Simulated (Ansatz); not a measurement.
Cu Kα1 powder pattern (kinematic, no thermal factors).
| 2θ (°) | relative intensity |
| --- | --- |
| 27.63 | 2 |
| 29.74 | 4 |
| 31.49 | 1 |
| 32.98 | 100 |
| 38.01 | 10 |
| 38.40 | 20 |
| 46.41 | 1 |
| 50.47 | 2 |
| 52.90 | 1 |
| 55.13 | 26 |
| 55.42 | 15 |
| 59.01 | 2 |
| 60.32 | 1 |
| 65.50 | 10 |
| 66.02 | 24 |
| 69.18 | 7 |
| 81.27 | 1 |
| 82.24 | 4 |
| 85.28 | 1 |

The pattern is computed from a structure relaxed with DFT PBE, scalar-relativistic, plane waves, PAW in Ansatz. No spin polarisation. Its elements are Cd, O, Zn.

Question: Give the structure.

Answer: Zn₅CdO₆.
Space group P-4m2 (No. 115). a = 3.313 Å, b = 3.313 Å, c = 14.194 Å, α = 90.00°, β = 90.00°, γ = 90.00°
```csv
atom,site,symmetry,x,y,z
Zn,2e,2mm.,0.0000,0.0000,0.6591
Zn,2f,2mm.,0.5000,0.5000,0.8182
Zn,1c,-4m2,0.5000,0.5000,0.5000
Cd,1a,-4m2,0.0000,0.0000,0.0000
O,2g,2mm.,0.5000,0.0000,0.7386
O,2g,2mm.,0.0000,0.5000,0.8973
O,2g,2mm.,0.5000,0.0000,0.4205
```

A pattern alone doesn't exclude other cells with like lines; this is the one computed.

It was reached by relaxing an invented guess, and it needn't be the stable form of this composition.
